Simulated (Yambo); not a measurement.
Consider the following.

```xyz
6
Lattice="3.1538 0.0000 0.0000 -1.5769 2.7313 0.0000 0.0000 0.0000 12.1383" Properties=species:S:1:pos:R:3 pbc="T T T"
S      0.0000     1.8209     7.5287
S      1.5769     0.9104     4.6097
S      1.5769     0.9104     1.4595
S      0.0000     1.8209    10.6789
W      0.0000     1.8209     3.0346
W      1.5769     0.9104     9.1038
```

Workflow: norm-conserving PBE (Quantum ESPRESSO, 74 Ry, scalar-relativistic), then G0W0 in Yambo (6×6×1 Γ-centred k mesh, bands 3 to 92 and a 6 Ry block in the screening, 92 bands in G with the Bruneval-Gonze terminator, plasmon pole fitted at 27.2 eV).

**Question.** Give the PBE and G0W0 gaps between the band edges found on this mesh, and say where the edges lie.

**Answer.** Edges: Γ → (0.167, 0.167, 0). PBE: 0.89 eV; G0W0: 1.20 eV. Convergence of the G0W0 settings was not tested. Spin-orbit coupling is left out, which matters for elements this heavy: edges can move by tenths of an eV.

Geometry relaxed with PBE+D3(BJ).
